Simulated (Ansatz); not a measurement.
CuAu (P4/mmm), two-dimensional strain map

Level of theory: DFT PBEsol, scalar-relativistic, plane waves, PAW in Ansatz 0.2.0. The runs took a 420 eV cutoff, a Γ-centred 18×18×14 mesh and Gaussian smearing (0.15 eV). Spin–orbit coupling is left out, which can shift energies with elements as heavy as these. No spin polarisation. Energies are free energies at this smearing, counted from the undisturbed cell; pressure is positive in compression.

The starting cell (as given, not relaxed at this level; it stands at -1.9 GPa, and it needn't be the usual structure):

```yaml
crystal:
  lattice:
    - [2.80000, 0.00000, 0.00000]
    - [0.00000, 2.80000, 0.00000]
    - [0.00000, 0.00000, 3.67000]
  atoms:
    - { symbol: Cu, position: [0.50000, 0.50000, 0.50000] }
    - { symbol: Au, position: [0.00000, 0.00000, 0.00000] }
```

The cell is strained by p along both x and y and by q along z, fractional coordinates fixed. Points are written (p, q).

Energy above the undisturbed cell in meV/atom (a dash: not computed):

| p \ q | -0.030 | -0.015 | 0.000 | 0.015 | 0.030 |
| --- | --- | --- | --- | --- | --- |
| -0.030 | 52.1 | 34.5 | 22.0 | 14.3 | 10.9 |
| -0.015 | 17.6 | 8.0 | 2.8 | 1.6 | 4.3 |
| 0.000 | 0.8 | -1.5 | 0.0 | 4.9 | 13.2 |
| 0.015 | -0.5 | 3.6 | 11.0 | 21.5 | 34.8 |
| 0.030 | 11.4 | 21.2 | 33.9 | 49.3 | 67.2 |

Pressure in GPa:

```csv
p \ q,-0.030,-0.015,0.000,0.015,0.030
-0.030,17.0,13.3,9.9,6.9,4.2
-0.015,9.5,6.3,3.4,0.8,-1.5
0.000,3.3,0.6,-1.9,-4.2,-6.2
0.015,-2.0,-4.3,-6.4,-8.3,-10.0
0.030,-6.3,-8.3,-10.1,-11.7,-13.1
```